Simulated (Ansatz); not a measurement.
Bi in space group P4/nmm (No. 129; Bi on 2c) under volume change, r²SCAN (plane waves, PAW; program Ansatz), shape and atoms relaxed at each volume.

| V (Å³/atom) | E − E(relaxed) (meV/atom) | P (GPa) |
|---|---|---|
| 31.297 | 51.4 | 5.60 |
| 32.328 | ? | ? |
| 33.360 | 4.3 | 1.73 |
| 34.392 | 0.0 | -0.01 |
| 35.424 | ? | ? |
| 36.455 | 16.0 | -2.57 |
| 37.487 | 35.8 | -3.57 |

Problem. Complete the blanks.

Solution. 
- 32.328, E − E(relaxed) (meV/atom): 21.7
- 32.328, P (GPa): 3.72
- 35.424, E − E(relaxed) (meV/atom): 3.2
- 35.424, P (GPa): -1.37

Problem. What does a third-order Birch–Murnaghan fit give for V₀, B₀ and B′?

Solution. V₀ = 34.45 Å³/atom, B₀ = 49.9 GPa, B′ = 3.6.

The first step of the workflow began from a Materials Project structure, measured or hypothetical; the Crystallography Open Database copy checked does not list it. It is not the phase usual at ambient conditions (space group No. 166). The r²SCAN relaxation kept the symmetry of its start; of distortions, only those at the zone centre were tested. Spin–orbit coupling is left out wherever it is not named.

Potentials: the earlier of the program's two PAW sets.
